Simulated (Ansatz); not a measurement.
Consider the following.

Mg₃Sb₂ (A-La2O3 type, space group P-3m1)

Space group P-3m1 (No. 164); a = b = 4.567 Å, c = 7.247 Å, α = β = 90.00°, γ = 120.00°

```tsv
atom	site	symmetry	x	y	z
Sb	2d	3m.	0.3333	0.6667	0.2287
Mg	1a	-3m.	0.0000	0.0000	0.0000
Mg	2d	3m.	0.6667	0.3333	0.3665
```

E(V) scan at fixed shape, V₀ the volume above. The atoms relax within the cell's symmetry.

The numbers are results of r2SCAN (plane waves to 500 eV, PAW, scalar-relativistic; Ansatz, a quantum-chemistry and plane-wave program), not measurements. k mesh 12×12×7 (Γ-centred), Fermi-Dirac smearing 0.05 eV. The energy includes the smearing's −TS. Stress and pressure are positive under compression. With the shape held, the modulus is that of even scaling; a crystal free to change shape is softer. Mg3Sb2 was relaxed with its symmetry unable to fall. Spin-orbit coupling is left out, though Sb is heavy. ΔE is measured from the relaxed starting cell.

The scan covers V/V₀ from 0.900 to 1.100 in 13 points.

What is the fitted pressure derivative B₀′?

4.1.

What bulk modulus at fixed cell shape B₀ follows from a third-order Birch-Murnaghan fit?

46.1 GPa.

(A scan under strain: stresses follow from slopes of the energy per volume, elastic moduli from its curvatures.)
